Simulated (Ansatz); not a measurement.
Total density of states per atom from DFT-PBEsol in the program Ansatz with PAW potentials, in 0.25 eV bins, energy from the Fermi level:

```
E (eV) | states/eV/atom
    -7.85 | ########### 0.31
    -7.60 | ###### 0.18
    -7.35 | ### 0.10
    -7.10 | ### 0.07
    -6.85 | ## 0.06
    -6.60 | ### 0.09
    -6.35 | ##### 0.16
    -6.10 | ####### 0.21
    -5.85 | ######### 0.26
    -5.60 | ########## 0.30
    -5.35 | ############ 0.34
    -5.10 | ############# 0.39
    -4.85 | ################ 0.46
    -4.60 | ################## 0.52
    -4.35 | ####################### 0.67
    -4.10 | ######################## 0.69
    -3.85 | ####################### 0.68
    -3.60 | ####################### 0.68
    -3.35 | ####################### 0.69
    -3.10 | ####################### 0.69
    -2.85 | ######################## 0.70
    -2.60 | ######################## 0.71
    -2.35 | ########################## 0.75
    -2.10 | ################# 0.51
    -1.85 | ########### 0.32
    -1.60 | ############# 0.37
    -1.35 | ################# 0.51
    -1.10 | ####################### 0.69
    -0.85 | ############## 0.40
    -0.60 | ######### 0.26
    -0.35 | ## 0.07
    -0.10 |  0.00
     0.15 | # 0.03
     0.40 | #### 0.13
     0.65 | ############# 0.39
     0.90 | ######################## 0.71
     1.15 | ######################### 0.74
     1.40 | #################### 0.59
     1.65 | ################## 0.52
     1.90 | ################# 0.50
     2.15 | ################ 0.48
     2.40 | ################ 0.48
     2.65 | ################# 0.51
     2.90 | #################### 0.57
     3.15 | ####################### 0.67
     3.40 | ###################### 0.66
     3.65 | #################### 0.59
     3.90 | ############################## 0.88
     4.15 | ############################ 0.83
     4.40 | ################## 0.54
     4.65 | ################### 0.56
```

### Question
Which of these materials gives this?
A) GeSe, rock salt
B) Au, fcc (Cu type)
C) W, A15 (β-W type)
D) VO2, I4/mmm (V on 8i, O on 8j, O on 8h)

### Answer
A, GeSe, rock salt. Within 0.5 eV of the Fermi level: Ge 4p 49 %, Se 4p 26 %, Ge 4s 11 %, Se 4s 10 %. Projections are on Löwdin-orthogonalised atomic valence shells; empty p or d shells of many metals are not among them.

Space group Fm-3m (rock salt). The workflow started from a Materials Project entry (that database holds measured and hypothetical structures alike); the Crystallography Open Database copy checked does not list it. It is not the phase usual at ambient conditions (space group No. 62). The PBEsol relaxation kept the symmetry of its start. At this level the phase is dynamically unstable (imaginary phonons). Spin–orbit coupling is left out wherever it is not named.

Potentials: the earlier of the program's two PAW sets.
